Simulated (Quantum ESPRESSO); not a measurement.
AlSi$_{3}$C$_{3}$N (made-up cell), MgAl$_{3}$N$_{3}$O (made-up cell), AlIn$_{2}$GaAs$_{4}$ (made-up cell) (calculated)

Calculation on a made-up crystal cell, not a measurement: periodic Kohn-Sham density functional theory in plane waves with PseudoDojo standard norm-conserving scalar-relativistic pseudopotentials, each functional with its own files (v0.5 for PBE, v0.4.1 for LDA and PBEsol), no spin polarisation, no spin-orbit coupling, atoms not relaxed, stress positive in tension, energies less a fixed whole-eV offset for each atom's element; levels are Kohn-Sham levels at fractions of this cell's reciprocal vectors, counted from the reference band (half the neutral cell's valence electrons, rounded up) at Gamma; error bars cover cutoff and k-mesh only, not smearing or the files; added strain carries the atoms with the cell, and shear is the tensor component; each bar is the largest change over components, and at least 0.002 eV, 0.002 eV per angstrom or 0.02 GPa; energies are for the whole cell, and the offsets were chosen from early runs and are not element reference energies. Program: Quantum ESPRESSO 7.5.

Settings shared by all entries: functional pbe; cutoff 1143 eV; fermi dirac smearing 0.025 eV; scf tolerance 1e-07 eV; electrons removed 0.

(1) AlSi$_{3}$C$_{3}$N (made-up cell)

Unstrained structure:
```
CELL_PARAMETERS angstrom
3.13210 0.00770 -0.01100
0.01340 5.40260 -0.04400
-0.01790 -0.04150 5.13770
ATOMIC_POSITIONS crystal
Si 0.01813 0.00571 0.99701
Al 0.51850 0.48367 0.00397
Si 0.48212 0.16120 0.49174
Si 0.98549 0.65779 0.50063
C 0.00082 0.99918 0.39472
C 0.51424 0.51881 0.36827
N 0.53467 0.16881 0.87792
C 0.98748 0.67472 0.86162
```

```
lattice type      : wurtzite
added strain kind : shear xy
added strain      : -0.0003
k mesh            : 6 x 4 x 4, shifted by half a step
structure shown   : before the added strain of -0.0003
```

Atoms:
```
atoms element  atom site  atom energy offset (eV)
           Si          1                     -115
           Al          2                      -64
           Si          3                     -115
           Si          4                     -115
            C          5                     -163
            C          6                     -163
            N          7                     -283
            C          8                     -163
```

(2) MgAl$_{3}$N$_{3}$O (made-up cell)

Unstrained structure:
```
CELL_PARAMETERS angstrom
4.08360 0.01180 0.04280
0.01180 4.12440 -0.04210
0.04280 -0.04210 4.05770
ATOMIC_POSITIONS crystal
Al 0.99619 0.96659 0.01066
Mg 0.01673 0.53659 0.49892
Al 0.51140 0.97281 0.52709
Al 0.50783 0.52689 0.98113
N 0.48070 0.98657 0.02767
N 0.48378 0.48848 0.49658
N 0.01602 0.00485 0.50093
O 0.99031 0.50880 0.99018
```

```
lattice type      : rocksalt
added strain kind : biaxial xx and yy
added strain      : -0.0145
k mesh            : 4 x 4 x 4, shifted by half a step
structure shown   : before the added strain of -0.0145
```

Atoms:
```
atoms element  atom site  atom energy offset (eV)
           Al          1                      -64
           Mg          2                    -1617
           Al          3                      -64
           Al          4                      -64
            N          5                     -283
            N          6                     -283
            N          7                     -283
            O          8                     -452
```

(3) AlIn$_{2}$GaAs$_{4}$ (made-up cell)

Unstrained structure:
```
CELL_PARAMETERS angstrom
5.89970 0.00000 0.00000
0.00000 5.89970 0.00000
0.00000 0.00000 5.89970
ATOMIC_POSITIONS crystal
Al 0.99559 0.99908 0.99176
Ga 0.99947 0.50326 0.49984
In 0.50201 0.99407 0.49869
In 0.50281 0.49550 0.00110
As 0.25491 0.24654 0.24749
As 0.25230 0.75038 0.75331
As 0.74172 0.25449 0.74734
As 0.75772 0.74812 0.25086
```

```
lattice type      : zincblende/diamond
added strain kind : uniform
added strain      : -0.0008
k mesh            : 4 x 4 x 4, shifted by half a step
structure shown   : before the added strain of -0.0008
```

Atoms:
```
atoms element  atom site  atom energy offset (eV)
           Al          1                      -64
           Ga          2                    -2080
           In          3                    -1808
           In          4                    -1808
           As          5                    -2887
           As          6                    -2887
           As          7                    -2887
           As          8                    -2887
```

## Withheld values
1. Give the missing stress yz for AlSi$_{3}$C$_{3}$N (made-up cell) (entry 1).
2. What stress xx does the calculation give for AlSi$_{3}$C$_{3}$N (made-up cell) (entry 1)?
3. Estimate the pressure of MgAl$_{3}$N$_{3}$O (made-up cell) (entry 2).
4. What stress xx does the calculation give for MgAl$_{3}$N$_{3}$O (made-up cell) (entry 2)?
5. Give the missing stress yy for MgAl$_{3}$N$_{3}$O (made-up cell) (entry 2).
6. Estimate the stress zz of AlIn$_{2}$GaAs$_{4}$ (made-up cell) (entry 3).
7. What pressure does the calculation give for AlIn$_{2}$GaAs$_{4}$ (made-up cell) (entry 3)?
8. What stress yy does the calculation give for AlIn$_{2}$GaAs$_{4}$ (made-up cell) (entry 3)?

Calculated values
1. -4.596 GPa
2. 1.729 GPa
3. 18.27 GPa
4. -23.35 GPa
5. -25.57 GPa
6. -3.029 GPa
7. 2.935 GPa
8. -2.993 GPa

Further results for AlSi$_{3}$C$_{3}$N (made-up cell) (entry 1):

```
free energy less offsets : -2.965 eV
smearing term minus ts   : 0 eV
scf iterations           : 13
pressure                 : -2.068 GPa
stress yy                : 3.39 GPa
stress zz                : 1.085 GPa
stress xz                : -2.098 GPa
stress xy                : -1.743 GPa
reference band           : 16
error bar energy         : 0.002 eV
error bar stress         : 0.08814 GPa
error bar force          : 0.01279 eV/Å
error bar next band up   : 0.003631 eV
error bars from          : tighter rerun of a related cell
```

Forces:
```
site  x (eV/Å)  y (eV/Å)  z (eV/Å)
   1  -0.02351    -2.851  -0.01847
   2   -0.8258     3.613    -1.405
   3     1.802     2.303    0.5503
   4     1.889    0.8183    0.7766
   5   -0.9421     0.269    -1.804
   6    -2.077    -3.085     2.221
   7   -0.9035    -2.079   -0.9334
   8     1.081     1.011    0.6128
```

Levels:
```
level k point  next band up (eV)
        Gamma             0.5228
(1/2,1/2,1/2)              1.152
   (0.15,0,0)               1.61
   (0,0.15,0)             0.7189
   (0,0,0.15)              0.656
```

Further results for MgAl$_{3}$N$_{3}$O (made-up cell) (entry 2):

```
free energy less offsets : -0.2658 eV
smearing term minus ts   : 0 eV
scf iterations           : 10
stress zz                : -5.891 GPa
stress yz                : -3.526 GPa
stress xz                : 5.577 GPa
stress xy                : 1.922 GPa
reference band           : 20
error bar energy         : 0.003658 eV
error bar stress         : 0.02 GPa
error bar force          : 0.002698 eV/Å
error bar next band up   : 0.002 eV
error bars from          : tighter rerun of a related cell
```

Forces:
```
site  x (eV/Å)  y (eV/Å)  z (eV/Å)
   1   0.08498     2.481    0.1845
   2    -1.862    -3.512   -0.4821
   3   -0.4167     2.159    -1.249
   4   -0.4755    -2.858     1.087
   5     1.487    0.7803    -1.452
   6     2.825    0.4589    0.5774
   7    -1.509    0.7993     0.781
   8   -0.1346   -0.3083    0.5534
```

Levels:
```
level k point  next band up (eV)
        Gamma              3.118
(1/2,1/2,1/2)              3.989
   (0.15,0,0)              3.616
   (0,0.15,0)              3.587
   (0,0,0.15)              3.612
```

Further results for AlIn$_{2}$GaAs$_{4}$ (made-up cell) (entry 3):

```
free energy less offsets : 0.5901 eV
smearing term minus ts   : 0 eV
scf iterations           : 10
stress xx                : -2.782 GPa
stress yz                : 0.0374 GPa
stress xz                : 0.5472 GPa
stress xy                : 0.2201 GPa
error bar energy         : 0.01317 eV
error bar stress         : 0.02 GPa
error bar force          : 0.002 eV/Å
error bars from          : tighter rerun of this cell
```

Forces:
```
site  x (eV/Å)  y (eV/Å)  z (eV/Å)
   1    0.1669    0.2211    0.1981
   2    0.2961   -0.2513   0.04447
   3  -0.06555   0.05237  -0.08573
   4    -0.154    0.4512    0.2947
   5    -1.779    -0.138    0.0529
   6    -1.447   -0.0515  0.005688
   7      1.87   -0.3807   -0.1999
   8     1.113    0.0968   -0.3102
```
